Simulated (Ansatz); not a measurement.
Ti$_{2}$BiN:
Space group P6₃/mmc (No. 194); a = b = 3.304 Å, c = 13.230 Å, α = β = 90.00°, γ = 120.00°

```
atom  site  symmetry       x       y       z
----  ----  --------  ------  ------  ------
Ti      4f       3m.  0.6667  0.3333  0.0727
Bi      2c      -6m2  0.3333  0.6667  0.2500
N       2a      -3m.  0.0000  0.0000  0.0000
```

Relaxed at zero pressure with plane-wave PAW PBE (Ansatz code).

**Question.** The volume is raised by 6 % and shape and atoms relax at that volume. What pressure results, and how do the axes share the change?

**Answer.** -5.6 GPa; a 1.3 %, b 1.3 %, c 3.3 %; the energy rises by 18 meV/atom.

**Question.** Give the new structure.

**Answer.** 
Space group P6₃/mmc (No. 194); a = b = 3.347 Å, c = 13.671 Å, α = β = 90.00°, γ = 120.00°

```json
[
 {"atom": "Ti", "site": "4f", "symmetry": "3m.", "x": "0.6667", "y": "0.3333", "z": "0.0699"},
 {"atom": "Bi", "site": "2c", "symmetry": "-6m2", "x": "0.3333", "y": "0.6667", "z": "0.2500"},
 {"atom": "N", "site": "2a", "symmetry": "-3m.", "x": "0.0000", "y": "0.0000", "z": "0.0000"}
]
```

The phase is kept; no other phase was compared at this pressure.

Space group P6_3/mmc. The start of the workflow was typed in or built on a structure type; neither database checked (COD, Materials Project) lists it. Its standing as an ambient phase is unchecked. Symmetry was held in the PBE relaxation; whether a distortion lowers the energy is not shown. The workflow began spin-polarised and lost its moments. Scalar-relativistic: spin–orbit coupling is off unless named, which matters more the heavier the elements.

Potentials: the later of the program's two PAW sets.
